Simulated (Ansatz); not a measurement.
The elements of this relaxed trial crystal are hidden behind letters.

```
lattice vectors (Å)
   3.9535    0.0000    0.0000
  -1.9768    3.4239    0.0000
   0.0000    0.0000    9.6858
fractional positions
X 0.3333 0.6667 0.6628
X 0.6667 0.3333 0.3372
Z 0.0000 0.0000 0.0000
Q 0.0000 0.0000 0.5000
Q 0.3333 0.6667 0.1758
Q 0.6667 0.3333 0.8242
```

The calculation used Ansatz 0.2.0, DFT PBE, scalar-relativistic, plane waves, PAW. The final run on the 6-atom cell used 420 eV, a Γ-centred 12×12×4 mesh, 0.02 eV smearing and no spin polarisation.

* Space group: P-3m1 (No. 164)
* Conventional cell: a = 3.954 Å, c = 9.686 Å
* Volume per atom: 21.85 Å³
* Density: 5.04 g/cm³
* Energy over the elements: −0.976 eV/atom
* Gap on the 12×12×4 mesh of the 6-atom cell: 0.88 eV

Energies are uncorrected and count from the elements' standard states at the same level.

Q: X is an s-block element of period 3, Z is a d-block element of period 5 and Q is a p-block element of period 4. Which elements are they?

A: X = Mg, Z = Cd, Q = Se, so the formula is Mg2CdSe3. Density times volume gives a mean mass of 5.04 × 21.85/1.6605 = 66.3 u per atom, and this set has 66.3 u. Around Mg lie 6 Se at 2.77 Å; Cd is surrounded by 6 Se at 2.85 Å; Se on a site of symmetry -3m is surrounded by 6 Mg at 2.77 Å; 1 more site not described. Other sets within the hints have nearly the same mass, so mass alone doesn't settle it; this one was computed.

Kohn–Sham gaps at this level usually fall short of measured ones. A later test with randomly moved atoms came back to the same energy, though modes that don't fit the test's cell weren't probed. Another cell of Mg2CdSe3 relaxed alike, in P3m1, lies 68 meV/atom lower, so this cell isn't the stable form at this level.
